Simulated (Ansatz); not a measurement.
HfN (CsCl type, Pm-3m) at seven volumes, plane-wave PAW PBEsol (Ansatz code), scaled uniformly. One row is withheld.

```csv
V (Å³/atom),P (GPa)
9.892,29.59
10.218,18.10
10.544,8.34
10.870,0.03
11.196,?
11.522,-13.16
11.848,-18.37
```

Fit the shown pressures and predict the withheld one.

P = (3/2)B₀(x^(7/2) − x^(5/2))[1 + (3/4)(B′ − 4)(x − 1)] with x = (V₀/V)^(2/3). Least squares on the six rows gives V₀ = 10.871 Å³/atom, B₀ = 256 GPa, B′ = 4.27. At V = 11.196, x = 0.9806 and P = -7.08 GPa. The run itself gave -7.08 GPa.

The cell is a constructed one: a structure type filled with these elements; neither database checked (COD, Materials Project) lists it. It is not the phase usual at ambient conditions (space group No. 225). The cell was relaxed with PBEsol under the symmetry of its start; of distortions, only those at the zone centre were tested. The run is not spin-polarised. Scalar-relativistic: spin–orbit coupling is off unless named, which matters more the heavier the elements.

Potentials: the later of the program's two PAW sets.
